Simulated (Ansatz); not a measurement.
HfS$_{2}$ (CdI2 type, space group No. 164), LDA in the plane-wave PAW code Ansatz, all energies at zero smearing, with the estimated change up to a 700 eV cutoff added, with one set of potentials and settings (totals compare only within such a set). Cell of 3 atoms (1 Hf, 2 S): -17220.685 eV.

```tsv
element	reference phase	E (eV/atom)
Hf	P6_3/mmc, 2 atoms in the cell	-15476.8591
S	Fddd, 32 atoms in the cell	-869.4931
```

Formation energy per atom, worked out: (-17220.685 − 1×(-15476.8591) − 2×(-869.4931))/3 = -1.613 eV/atom (-156 kJ per mol of atoms), at 0 K, without zero-point energy or fitted corrections.

Space group P-3m1 (CdI2 type). Symmetry was held in the LDA relaxation; phonons on a q-mesh show no instability. No spin polarisation was allowed. A crystal of weakly bound layers computed without a dispersion correction: the cell and the soft elastic constants depend strongly on that. The references are the lowest solids computed at this level, not always the standard phases. Spin–orbit coupling is left out wherever it is not named.

Potentials: the later of the program's two PAW sets.
